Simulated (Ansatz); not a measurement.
Li$_{3}$BrO:
```
CELL_PARAMETERS angstrom
      3.93650     0.00000     0.00000
      0.00000     3.93650     0.00000
      0.00000     0.00000     3.93650
ATOMIC_POSITIONS crystal
  Li 0.50000 0.00000 0.00000
  Li 0.00000 0.50000 0.00000
  Li 0.00000 0.00000 0.50000
  Br 0.50000 0.50000 0.50000
  O  0.00000 0.00000 0.00000
```

Cartesian axes are those of the cell as given.

Task: Give the high-frequency dielectric tensor and the Born effective charge tensors of the independent atoms from DFPT, PBEsol in the plane-wave PAW code Ansatz.

Result: 
ε∞:
```
3.70  0.00  0.00
0.00  3.70  0.00
0.00  0.00  3.70
```
Z* of atom 1 (Li), rows: field, columns: displacement, in e:
```
0.98  0.00  0.00
0.00  1.20  0.00
0.00  0.00  1.20
```
Z* of atom 4 (Br), rows: field, columns: displacement, in e:
```
-1.21   0.00   0.00
 0.00  -1.21   0.00
 0.00   0.00  -1.21
```
Z* of atom 5 (O), rows: field, columns: displacement, in e:
```
-2.18   0.00   0.00
 0.00  -2.18   0.00
 0.00   0.00  -2.18
```

Static charges for comparison (Bader): Li1 +0.88, Br4 -0.94, O5 -1.69 e. Born charges measure polarisation by displacement and can exceed these by far.

Space group Pm-3m (anti-perovskite). The first step of the workflow began from a Materials Project structure, measured or hypothetical; the Crystallography Open Database files this formula in space group No. 221, but the cells were not matched. Whether it is the stable phase at ambient conditions was not checked. The PBEsol relaxation kept the symmetry of its start; its stability against distortions is not shown here. Scalar-relativistic: spin–orbit coupling is off unless named, which matters more the heavier the elements.

Potentials: the later of the program's two PAW sets.
